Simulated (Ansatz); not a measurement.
Ca₂SeO as one 4-atom ordering (P4/mmm) on the rocksalt lattice, relaxed with r2SCAN: 8 runs in Ansatz 0.2.0, each a construction of maximally localised Wannier functions. The symmetry is P4/mmm (No. 123, tetragonal); a = 3.883 Å, c = 5.494 Å in the conventional setting, 20.71 Å³ an atom. O is surrounded by 6 Ca at 2.75 Å; Ca is surrounded by 4 Se at 2.75 Å and 2 O at 2.75 Å; Se is surrounded by 6 Ca at 2.75 Å; Ca is surrounded by 4 O at 2.75 Å and 2 Se at 2.75 Å. (Calculated; spin-unpolarised; the phase may be known or hypothetical.)

```yaml
crystal:
  lattice:
    - [3.88286, 0.00000, 0.00000]
    - [0.00000, 3.88286, 0.00000]
    - [0.00000, 0.00000, 5.49445]
  atoms:
    - { symbol: O, position: [0.00000, 0.00000, 0.00000] }
    - { symbol: Ca, position: [0.00000, 0.00000, 0.50000] }
    - { symbol: Se, position: [0.50000, 0.50000, 0.50000] }
    - { symbol: Ca, position: [0.50000, 0.50000, 0.00000] }
```

Windows count from the top of the filled bands; a dash means that no such window was set (without an outer window there is no disentanglement). Rows marked drawn have settings drawn at random (some not listed).

```
functional  SCF mesh        trial orbitals  functions   mesh  window (eV)  frozen (eV)  settings  Ω total (Å²)  Ω invariant (Å²)  largest spread (Å²)  least projectability  interpolation miss of the model's filled bands (eV, to the nearest computed level)
       PBE     6×6×4  O s, O p, Se s, Se p          8  4×4×4            –            –    chosen         11.04              9.38                 1.75                  0.89                                                                               0.070
       PBE     6×6×4  O s, O p, Se s, Se p          8  6×6×4            –            –    chosen         11.41              9.74                 1.81                  0.89                                                                               0.020
    r2SCAN     6×6×4  O s, O p, Se s, Se p          8  4×4×4            –            –    chosen         10.65              9.00                 1.69                  0.89                                                                               0.062
    r2SCAN     6×6×4             O p, Se p          6  4×4×4            –            –    chosen         10.25             10.20                 2.19                  0.89                                                                               0.057
     HSE06     4×4×4  O s, O p, Se s, Se p          8  4×4×4            –            –    chosen         10.53              8.87                 1.68                  0.90                                                                                   –
       PBE     6×6×4             O p, Se p          6  3×3×3            –            –     drawn         10.01              9.95                 2.15                  0.89                                                                               0.241
```

Q: Estimate from these rows what the further settings give.

| functional | SCF mesh | trial orbitals | functions | mesh | window (eV) | frozen (eV) | settings |
| --- | --- | --- | --- | --- | --- | --- | --- |
| PBE | 6×6×4 | O p, Se p | 6 | 4×4×4 | – | – | chosen |
| PBE | 6×6×4 | O s, O p, Se s, Se p | 8 | 4×4×2 | – | – | chosen |

A:

| functional | SCF mesh | trial orbitals | functions | mesh | window (eV) | frozen (eV) | settings | Ω total (Å²) | Ω invariant (Å²) | largest spread (Å²) | least projectability | interpolation miss of the model's filled bands (eV, to the nearest computed level) |
| --- | --- | --- | --- | --- | --- | --- | --- | --- | --- | --- | --- | --- |
| PBE | 6×6×4 | O p, Se p | 6 | 4×4×4 | – | – | chosen | 10.65 | 10.58 | 2.26 | 0.89 | 0.066 |
| PBE | 6×6×4 | O s, O p, Se s, Se p | 8 | 4×4×2 | – | – | chosen | 10.57 | 8.95 | 1.68 | 0.89 | 0.118 |

A dash in the last column means that the miss wasn't evaluated.

For O s, O p, Se s, Se p with PBE the spread goes 10.57 Å² (4×4×2), 11.04 Å² (4×4×4), 11.41 Å² (6×6×4): finite differences on a coarse mesh understate it.

Spin-orbit coupling is left out.
